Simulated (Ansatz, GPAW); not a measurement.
This is a calculation of HfB for Ansatz 0.2.0. 

File input.yaml:

```yaml
crystal:
  lattice:
    - [3.26683333, 0.0, 0.0]
    - [1.633416665, 2.8291606537, 0.0]
    - [1.633416665, 0.9430535512, 2.6673582444]
  atoms:
    - { symbol: Hf, position: [0.5, 0.5, 0.5] }
    - { symbol: B, position: [0.0, 0.0, 0.0] }
hamiltonian:
  xc: pbesol
  pseudopotentials: { kind: paw }
kpoints:
  mp_grid: { grid: [10, 10, 10] }
scf:
  occupations: { method: gaussian, width: 0.1 }
output:
  forces: true
  stress: true
  eigenvalues: true
```

Potentials or basis: Ansatz PAW.

The run is started by

```bash
$ ansatz run input.yaml --threads 1 --pin off --max-ram 3584MiB --backend cpu --events-out ev --progress --plain --runs-dir out
```

Task: Set up the same calculation for GPAW 26.7.0 (ASE script). Potentials or basis there: PAW data sets generated for this functional, cutoff 800 eV.

Result: As run (cutoffs and basis follow the program's own potentials, and thresholds, step limits or extra output files can differ):

File run.py:

```python
from ase.dft.bandgap import bandgap
from ase.io import read, write
from ase.units import GPa
from gpaw import GPAW, PW, setup_paths

setup_paths.insert(0, '.')

atoms = read('POSCAR')

calc = GPAW(mode=PW(800),
            xc='PBEsol',
            kpts={'size': (10, 10, 10), 'gamma': True},
            occupations={'name': 'methfessel-paxton', 'order': 0, 'width': 0.1},
            nbands=17,
            convergence={'density': 1e-05, 'energy': 1e-05},
            maxiter=150,
            txt='gpaw.txt')
atoms.calc = calc
energy = atoms.get_potential_energy()
forces = atoms.get_forces()
stress = atoms.get_stress()
calc.write('gs.gpw')
write('result.traj', atoms)
print(f'Energy: {energy:.6f} eV')
print('Forces (eV/A):')
print(forces.round(4))
print('Stress (GPa):', (stress / GPa).round(3))
print('Fermi level:', round(calc.get_fermi_level(), 4), 'eV')
print(f'Gap: {bandgap(calc)[0]:.4f} eV, direct: {bandgap(calc, direct=True)[0]:.4f} eV')
```

The input POSCAR:

```
HfB
1.0
    3.2668333300      0.0000000000      0.0000000000
    1.6334166650      2.8291606537      0.0000000000
    1.6334166650      0.9430535512      2.6673582444
Hf B
1 1
Direct
    0.5000000000      0.5000000000      0.5000000000
    0.0000000000      0.0000000000      0.0000000000
```

Potentials or basis: PAW data sets generated in the run's folder for this functional, pw.

Run with:

```sh
$ gpaw-setup -f PBEsol B Hf
$ OMP_NUM_THREADS=1 python run.py
```

Both were run:

|  | Ansatz | GPAW |
| --- | --- | --- |
| Pressure | 23.2 GPa | 25.5 GPa |

Ansatz's pressure holds a Pulay term of +0.13 GPa for its cutoff of 420 eV, which the other run lacks.

The potentials hold 29 and 15 valence electrons a cell.

Ansatz's potentials were made for PBE.

Where Ansatz's input types no cutoff or centring, it takes its own default and a Γ-centred mesh.

The two runs disagree by more than potentials and bases usually give (in gap, levels, pressure or energy); the cause wasn't traced.

The cell lies far from this level's equilibrium.

Pressure is positive in compression.
